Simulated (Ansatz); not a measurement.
An Ansatz input and the part of its output that reports the observables at the nuclei.

The cell is a structure deposited in the COD whose atoms were relaxed with PBE, the cell held.

```yaml
crystal:
  lattice:
    - [0.0, 2.164, 2.164]
    - [2.164, 0.0, 2.164]
    - [2.164, 2.164, 0.0]
  atoms:
    - { symbol: Ti, position: [0.0, 0.0, 0.0] }
    - { symbol: C, position: [0.5, 0.5, 0.5] }
kpoints:
  mp_grid: { grid: [18, 18, 18] }
scf:
  occupations: { method: fermi_dirac, width: 0.05 }
hamiltonian:
  xc: lda
  pseudopotentials: { kind: paw }
output:
  forces: true
  stress: true
  populations: true
  efg: { quadrupole_moments_barn: { Ti: 0.247 }, contact_densities: true }
  write_density: true
  write_potential: true
  elf: true
  volumetric_format: npy
```

```sh
ansatz run input.yaml --threads 1 --pin off --max-ram 3072MiB --backend cpu --events-out ev --progress --plain --runs-dir out
```

Of the output, the block on the nuclei alone is shown; the set-up, the SCF iterations, energies, forces and stress are cut. One atom of each set with nearly equal values is shown.

```
--- PAW observables at the nuclei: V_zz in 10²¹ V/m², potentials from the cell's mean, atoms counted from 1 ---
  atom   1  Ti V_zz =    -0.000000   η = 0.0000   by run symmetry: forbidden   C_q = -0.0000 MHz
            electrostatic potential = -2532.885145 V   contact ρ = 56420.434325 e/Å³
  atom   2  C  V_zz =    +0.000000   η = 0.0000   by run symmetry: forbidden
            electrostatic potential = -422.142696 V   contact ρ = 853.488129 e/Å³
```

The run took 3.1 s of wall time (3 s of CPU time) and 0.4 GiB at its peak, on 1 thread of Intel Xeon 6975P-C (Granite Rapids) (x86_64; 16 cores open to the job, memory cap 3.0 GiB, no GPU), a shared host with a load of 0.5 a core.

At this cell the LDA pressure is -12 GPa, so with LDA the cell would shrink if it were relaxed.
